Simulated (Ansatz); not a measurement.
# Course of a relaxation: Zn3BiO

The cell of Zn3BiO is invented: random cell by space group and Wyckoff sites (P-62m, No. 189). The dimensions are guesses.

```
Zn Bi O
1.0
     5.03734    0.00000    0.00000
    -2.51867    4.36246    0.00000
     0.00000    0.00000    4.40669
Zn Bi O
3 1 1
Direct
  0.36300 0.00000 0.00000
  0.00000 0.36300 0.00000
  0.63700 0.63700 0.00000
  0.00000 0.00000 0.50000
  0.00000 0.00000 0.00000
```

Method: Ansatz, DFT PBE, scalar-relativistic, plane waves, PAW. Cutoff 420 eV, Gaussian smearing, Γ-centred meshes. Cell and atoms relax first on a coarse mesh and then on a finer one. In between, the cell is made exact in the group found at 0.06 Å. In metals the finer mesh still leaves noise of several meV/atom or more. The steps can't lower the symmetry of their start. No spin polarisation.

Steps on the 6×6×4 mesh (5 atoms, 8 steps). The free energy counts from the last step; the plane-wave basis is renewed at times, which shifts energy and pressure.

```tsv
step	ΔF (meV/atom)	V (Å³/atom)	P (GPa)	largest force component (eV/Å)
1	362.1	19.37	16.75	3.664
2	133.1	20.27	7.84	2.014
3	25.3	20.74	2.79	0.712
4	6.8	21.49	-0.78	0.006
5	5.6	21.15	0.06	0.006
6	0.3	21.15	0.38	0.006
7	0.2	21.31	0.03	0.002
8	0.0	21.31	0.03	0.003
```

The relaxed structure, after a last relaxation on the converged mesh:

```cif
data_structure
_symmetry_space_group_name_H-M 'P-62m'
_symmetry_Int_Tables_number 189
_cell_length_a 4.9758
_cell_length_b 4.9758
_cell_length_c 4.9616
_cell_angle_alpha 90.000
_cell_angle_beta 90.000
_cell_angle_gamma 120.000
_cell_volume 106.38
loop_
_atom_site_label
_atom_site_type_symbol
_atom_site_symmetry_multiplicity
_atom_site_Wyckoff_symbol
_atom_site_fract_x
_atom_site_fract_y
_atom_site_fract_z
_atom_site_occupancy
Zn1 Zn 3 f 0.41175 0.00000 0.00000 1
Bi1 Bi 1 b 0.00000 0.00000 0.50000 1
O1 O 1 a 0.00000 0.00000 0.00000 1
```

The symmetry stays P-62m (No. 189). The volume per atom grows by 9.9 %, from 19.4 to 21.3 Å³. The shortest distance goes from 1.83 Å (Zn–O) to 2.05 Å (Zn–O). The ratio c/a of the conventional cell changes by a factor of 1.14. The energy falls by about 0.36 eV/atom (the start's value is from the coarse mesh). Zn is surrounded by 1 O at 2.05 Å and 4 Zn at 2.60 Å; around Bi lie 2 O at 2.48 Å; O has 3 Zn at 2.05 Å and 2 Bi at 2.48 Å.

```
Volume per atom                            : 21.28 Å³
Density                                    : 6.57 g/cm³
Formation energy                           : −0.05 eV/atom
Gap on the 12×12×8 mesh of the 5-atom cell : 0 eV (a metal)
```

Energies over the elements count from the elements' standard structures at the same level (O₂ as a molecule), with no fitted energy shifts.

The last run used Gaussian smearing of 0.10 eV. Spin–orbit coupling, which can matter for Bi, is left out. The cell is a metal run without spin; a magnetic state may lie lower. Symmetry constrained the relaxation, so the result can be a saddle point. In all, the 3 runs took 9.9 min on 1 thread of Intel(R) Xeon(R) Processor @ 2.50GHz (Skylake/Cascade Lake) (shared host). Another cell of Zn3BiO relaxed alike, in Pm-3m, lies 73 meV/atom lower, so this cell isn't the stable form at this level.
